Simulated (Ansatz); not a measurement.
InP (CsCl type, space group No. 221) under volume change, DFT-PBE in the program Ansatz with PAW potentials, scaled uniformly.

```tsv
V (Å³/atom)	E − E(relaxed) (meV/atom)	P (GPa)
18.651	39.4	7.52
19.266	16.3	4.56
19.881	___	___
20.496	0.0	0.01
21.110	3.5	-1.77
21.725	___	___
22.340	28.1	-4.51
```

Problem. Complete the blanks.

Solution. 
- 19.881, E − E(relaxed) (meV/atom): 3.8
- 19.881, P (GPa): 2.03
- 21.725, E − E(relaxed) (meV/atom): 13.2
- 21.725, P (GPa): -3.25

Problem. What does a third-order Birch–Murnaghan fit give for V₀, B₀ and B′?

Solution. V₀ = 20.49 Å³/atom, B₀ = 63.9 GPa, B′ = 4.8.

Space group Pm-3m (CsCl type). The cell is a constructed one: a structure type filled with these elements; neither database checked (COD, Materials Project) lists it. It is not the phase usual at ambient conditions (space group No. 216). Symmetry was held in the PBE relaxation; its stability against distortions is not shown here.

Potentials: the later of the program's two PAW sets.
